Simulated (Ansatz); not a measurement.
Level: PBEsol, spin-orbit coupling; 420 eV; 6×6×6 Γ-centred mesh; fermi-dirac occupations (width 0.0275 eV); Ansatz 0.2.0, fixed geometry.

Computed maps in the lattice plane spanned by b (left to right, 4.69 Å, 14 points from zero) and c (bottom to top, 4.69 Å, 14 points from zero), 90° apart, at height 0.000 along a. The fields are smooth PAW ones with compensation charges, not the true ones near nuclei.

Valence density. Digits on a logarithmic scale: 0 up to 0.03 e/Å³, each further digit a factor of 1.6, 9 from 1.3 e/Å³ up:
```
99966999996699
99655699965569
76555555555556
66554333334556
99653211123569
99953100013599
99953100013599
99953100013599
99653211123569
66554333334556
76555555555556
99655699965569
99966999996699
99976999996799
```

Question: The cell is VNi₃F₄. Which atoms lie within 0.2 Å of this plane, and where (fractions of b and c)?

Answer: V at (0.00, 0.00), Ni at (0.50, 0.00), Ni at (0.00, 0.50). The whole cell:
```yaml
crystal:
  lattice:
    - [4.69205, 0.00000, 0.00000]
    - [0.00000, 4.69205, 0.00000]
    - [0.00000, 0.00000, 4.69205]
  atoms:
    - { symbol: V, position: [0.00000, 0.00000, 0.00000] }
    - { symbol: Ni, position: [0.50000, 0.00000, 0.00000] }
    - { symbol: Ni, position: [0.00000, 0.50000, 0.00000] }
    - { symbol: Ni, position: [0.00000, 0.00000, 0.50000] }
    - { symbol: F, position: [0.23500, 0.23500, 0.23500] }
    - { symbol: F, position: [0.23500, 0.76500, 0.76500] }
    - { symbol: F, position: [0.76500, 0.76500, 0.23500] }
    - { symbol: F, position: [0.76500, 0.23500, 0.76500] }
```

The state carries no moments; the state need not be the lowest.

Origin: a known structure type with other elements, at an estimated volume, so it need not be a known compound. Caveats: atoms or cell far from equilibrium.
